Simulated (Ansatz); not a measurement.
Here is the system:

WO$_{3}$:
Space group P6/mmm (No. 191); a = 7.3466 Å, b = 7.3466 Å, c = 3.7765 Å, α = 90.00°, β = 90.00°, γ = 120.00°

```json
[
 {"atom": "W", "site": "3f", "symmetry": "mmm", "x": "0.0000", "y": "0.5000", "z": "0.0000"},
 {"atom": "O", "site": "6l", "symmetry": "mm2", "x": "0.2147", "y": "0.4295", "z": "0.0000"},
 {"atom": "O", "site": "3g", "symmetry": "mmm", "x": "0.5000", "y": "0.5000", "z": "0.5000"}
]
```

This is the LDA-relaxed structure.

All from DFT-LDA in the program Ansatz with PAW potentials, unless another level is named. Predict the formation energy from the elements (no fitted shifts).

-2.22 eV/atom.

Next, the band gap?

0.59 eV (indirect).

Next, the smallest direct gap on the standard path?

1.36 eV.

Give the conduction-band minimum.

at Γ.

Give the valence-band maximum.

at A.

And the weight of the valence-edge state by species (Voronoi cells)?

O 99 %.

The first step of the workflow began from a Materials Project structure, measured or hypothetical; the Crystallography Open Database files this formula in space group No. 191, but the cells were not matched. Whether it is the stable phase at ambient conditions was not checked. Symmetry was held in the LDA relaxation. At this level the phase is dynamically unstable (imaginary phonons). No spin polarisation was allowed. No Hubbard U is applied. The references are the lowest solids computed at this level, not always the standard phases (solids in place of the gases). Scalar-relativistic: spin–orbit coupling is off unless named, which matters more the heavier the elements.

Potentials: the later of the program's two PAW sets.
